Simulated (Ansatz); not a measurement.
Values for one crystal, relaxed and computed with r²SCAN (plane waves, PAW; program Ansatz); other levels are named.

```yaml
volume_per_atom: 30.50 Å³
band_gap: 0.88 eV (smallest direct gap 0.90 eV)
Poisson's ratio: 0.26
debye_temperature_from_the_elastic_constants: 201 K
mechanical_stability: stable (all eigenvalues of C positive)
HSE06 gap on the r²SCAN cell: 1.01 eV
valence_band_maximum: at Γ
```

**Question.** Which of these materials gives this?
A) ZrO2, fluorite
B) Cd2SeS, P3m1 (Cd on 1a, Cd on 1b, Se on 1b, S on 1a)
C) CdS, rock salt
D) TePb2S, R-3m (Te on 3b, Pb on 6c, S on 3a)

**Answer.** D, TePb2S, R-3m (Te on 3b, Pb on 6c, S on 3a)

The first step of the workflow began from a Materials Project structure, measured or hypothetical; the Crystallography Open Database copy checked does not list it. Its standing as an ambient phase is unchecked. Symmetry was held in the r²SCAN relaxation; whether a distortion lowers the energy is not shown. Scalar-relativistic: spin–orbit coupling is off unless named, which matters more the heavier the elements.

Potentials: the later of the program's two PAW sets.
